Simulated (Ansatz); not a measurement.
A distorted cell of CsSnI$_{3}$ (cubic perovskite):

```
CsSnI3
1.0
    6.27122     0.00000     0.00000
    0.00000     6.27122     0.00000
    0.00000     0.00000     6.27122
Cs Sn I
1 1 3
Direct
  0.00000   0.00000   0.00000
  0.50000   0.50000   0.50000
  0.00000   0.50000   0.50000
  0.50000   0.50000   0.00000
  0.47502   0.00000   0.42505
```

Method: PBE (plane waves to 420 eV, PAW, scalar-relativistic; Ansatz, a first-principles code). k mesh 5×5×5 (Γ-centred), Fermi-Dirac smearing 0.05 eV. E stands for the smeared free energy. Stress and pressure are positive under compression. CsSnI3 was relaxed with its symmetry unable to fall. Spin-orbit coupling is left out, though I is heavy. The PAW data are Ansatz's earlier set. This is a high-temperature form of CsSnI3.

**Question.** What forces act on the atoms (eV/Å, Cartesian)?

**Answer.** 
```json
[
 {"atom": "Cs1", "Fx": "-0.021", "Fy": "0.000", "Fz": "-0.012"},
 {"atom": "Sn2", "Fx": "-0.021", "Fy": "0.000", "Fz": "-0.050"},
 {"atom": "I3", "Fx": "-0.051", "Fy": "0.000", "Fz": "0.029"},
 {"atom": "I4", "Fx": "0.012", "Fy": "0.000", "Fz": "-0.170"},
 {"atom": "I5", "Fx": "0.080", "Fy": "0.000", "Fz": "0.203"}
]
```

**Question.** In it atom 5 sits (-0.157, 0.000, -0.470) Å away from its relaxed site. What is its energy relative to the relaxed cell?

**Answer.** 49.0 meV/cell.

(A displaced cell: forces are minus the slopes of the energy, force constants its curvatures, and phonons follow from these.)
